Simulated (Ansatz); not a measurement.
Mg6Ni16As7:
```yaml
crystal:
  lattice:
    - [0.00000, 5.71579, 5.71579]
    - [5.71579, 0.00000, 5.71579]
    - [5.71579, 5.71579, 0.00000]
  atoms:
    - { symbol: Mg, position: [0.70081, 0.70081, 0.29919] }
    - { symbol: Mg, position: [0.29919, 0.29919, 0.70081] }
    - { symbol: Mg, position: [0.29919, 0.70081, 0.70081] }
    - { symbol: Mg, position: [0.70081, 0.29919, 0.29919] }
    - { symbol: Mg, position: [0.70081, 0.29919, 0.70081] }
    - { symbol: Mg, position: [0.29919, 0.70081, 0.29919] }
    - { symbol: Ni, position: [0.33212, 0.00365, 0.33212] }
    - { symbol: Ni, position: [0.66788, 0.99635, 0.66788] }
    - { symbol: Ni, position: [0.66788, 0.66788, 0.66788] }
    - { symbol: Ni, position: [0.33212, 0.33212, 0.33212] }
    - { symbol: Ni, position: [0.00365, 0.33212, 0.33212] }
    - { symbol: Ni, position: [0.99635, 0.66788, 0.66788] }
    - { symbol: Ni, position: [0.66788, 0.66788, 0.99635] }
    - { symbol: Ni, position: [0.33212, 0.33212, 0.00365] }
    - { symbol: Ni, position: [0.11831, 0.64508, 0.11831] }
    - { symbol: Ni, position: [0.88169, 0.35492, 0.88169] }
    - { symbol: Ni, position: [0.88169, 0.88169, 0.88169] }
    - { symbol: Ni, position: [0.11831, 0.11831, 0.11831] }
    - { symbol: Ni, position: [0.64508, 0.11831, 0.11831] }
    - { symbol: Ni, position: [0.35492, 0.88169, 0.88169] }
    - { symbol: Ni, position: [0.88169, 0.88169, 0.35492] }
    - { symbol: Ni, position: [0.11831, 0.11831, 0.64508] }
    - { symbol: As, position: [0.00000, 0.00000, 0.00000] }
    - { symbol: As, position: [0.00000, 0.00000, 0.50000] }
    - { symbol: As, position: [0.50000, 0.50000, 0.00000] }
    - { symbol: As, position: [0.50000, 0.00000, 0.00000] }
    - { symbol: As, position: [0.00000, 0.50000, 0.50000] }
    - { symbol: As, position: [0.00000, 0.50000, 0.00000] }
    - { symbol: As, position: [0.50000, 0.00000, 0.50000] }
```

Relaxed with r²SCAN. Special points in fractions of this cell's reciprocal vectors: Γ (0.000, 0.000, 0.000); X (0.500, 0.000, 0.500); U (0.625, 0.250, 0.625); K (0.375, 0.375, 0.750); L (0.500, 0.500, 0.500); W (0.500, 0.250, 0.750).

Problem. List the band energies nearest the Fermi level at these points for the program Ansatz at the r²SCAN level (PAW).

Solution. In eV from the Fermi level; about four levels below and three above (degenerate sets whole), none deeper than 8.9 eV; points with the same levels are listed once.

| k | below | above |
|---|---|---|
| Γ | -0.79 -0.79 -0.79 -0.46 -0.46 -0.46 | 0.41 0.74 0.74 |
| X | -0.83 -0.60 -0.60 -0.35 | 0.01 0.01 0.11 |
| U | -0.47 -0.32 -0.14 -0.08 | 0.09 0.13 0.32 |
| L | -0.50 -0.29 -0.06 -0.06 | 0.04 0.08 0.08 |
| W | -0.27 -0.27 -0.26 -0.24 | 0.12 0.12 0.18 |

Space group Fm-3m. The first step of the workflow began from a Materials Project structure, measured or hypothetical; the Crystallography Open Database copy checked does not list it. Whether it is the stable phase at ambient conditions was not checked. The r²SCAN relaxation kept the symmetry of its start; whether a distortion lowers the energy is not shown. No spin polarisation was allowed. Spin–orbit coupling is left out wherever it is not named.

Potentials: the later of the program's two PAW sets.
